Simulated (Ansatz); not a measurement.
AgI:
```
AgI
1.0
    3.68423     0.00000     0.00000
    0.00000     3.68423     0.00000
    0.00000     0.00000     3.68423
Ag I
1 1
Direct
  0.00000   0.00000   0.00000
  0.50000   0.50000   0.50000
```

Relaxed with LDA. Special points in fractions of this cell's reciprocal vectors: Γ (0.000, 0.000, 0.000); X (0.000, 0.500, 0.000); M (0.500, 0.500, 0.000); R (0.500, 0.500, 0.500).

Q: List the band energies nearest the Fermi level at these points for the program Ansatz at the LDA level (PAW).

A: In eV from the Fermi level; about four levels below and three above (degenerate sets whole), none deeper than 8.9 eV; … stands for higher levels left out; points with the same levels are listed once.

```
k                          below           above
-  -----------------------------  --------------
Γ        -1.57 -1.57 -1.57 -0.25     5.99 5.99 …
X  -4.18 -4.18 -4.10 -3.54 -3.15  0.02 0.02 3.47
M        -3.56 -3.30 -0.33 -0.14  7.40 7.40 7.89
R  -3.29 -3.29 -1.29 -1.29 -1.29  1.94 1.94 1.94
```

Space group Pm-3m (CsCl type). The first step of the workflow began from a Materials Project structure, measured or hypothetical; the Crystallography Open Database copy checked does not list it. It is not the phase usual at ambient conditions (space group No. 186, 216). The cell was relaxed with LDA under the symmetry of its start. At this level the phase is mechanically unstable. No spin polarisation was allowed. Its formation energy is positive at this level, so the cell may be metastable or incomplete. Scalar-relativistic: spin–orbit coupling is off unless named, which matters more the heavier the elements.

Potentials: the later of the program's two PAW sets.
